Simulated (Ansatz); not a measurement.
Response of Sn to small distortions

```yaml
crystal:
  lattice:
    - [0.00000, 3.24560, 3.24560]
    - [3.24560, 0.00000, 3.24560]
    - [3.24560, 3.24560, 0.00000]
  atoms:
    - { symbol: Sn, position: [0.50000, 0.50000, 0.50000] }
    - { symbol: Sn, position: [0.75000, 0.75000, 0.75000] }
```

Atom numbers follow the list: Sn1, Sn2.

The cell is COD entry 9008568, as deposited and not checked against the literature; nothing was relaxed.

No spin–orbit coupling, which matters for the heavy atoms here.

All numbers below come from Ansatz 0.2.0, DFT, PBEsol, all-electron LAPW, scalar-relativistic.

Sampling and basis: a Γ-centred 11×11×11 k mesh, Fermi–Dirac smearing of 0.05 eV, basis error target 1 meV/atom, no spin polarisation.

The unchanged cell is at 0.99 GPa.

In a metal, stresses and small energies carry noise from the k mesh.

x, y and z are the Cartesian axes of the cell as listed; fractional coordinates follow a strain, and an engineering shear is twice the off-diagonal strain component.

(1) With this change (equal xy, yz and zx engineering shear strains of -2 %), what becomes of the energy and stress and forces?

(2) With this change (equal xy, yz and zx engineering shear strains of -1 %), what becomes of the energy and stress and forces?

(3) With this change (equal xy, yz and zx engineering shear strains of +1 %), what becomes of the energy and stress and forces?

With equal xy, yz and zx engineering shear strains of +2 %: energy change +6 meV/atom; stress change (xx, yy, zz, yz, xz, xy) 0.09, 0.09, 0.09, -0.98, -0.98, -0.98 GPa, compression positive; change of the force on Sn1 (0.168, 0.168, 0.168) eV/Å.

Answers

(1) Energy change +7 meV/atom; stress change (xx, yy, zz, yz, xz, xy) 0.08, 0.08, 0.08, 1.09, 1.09, 1.09 GPa, compression positive; change of the force on Sn1 (-0.201, -0.201, -0.201) eV/Å.

(2) Energy change +2 meV/atom; stress change (xx, yy, zz, yz, xz, xy) 0.02, 0.02, 0.02, 0.53, 0.53, 0.53 GPa, compression positive; change of the force on Sn2 (0.097, 0.097, 0.097) eV/Å.

(3) Energy change +2 meV/atom; stress change (xx, yy, zz, yz, xz, xy) 0.02, 0.02, 0.02, -0.50, -0.50, -0.50 GPa, compression positive; change of the force on Sn1 (0.088, 0.088, 0.088) eV/Å.
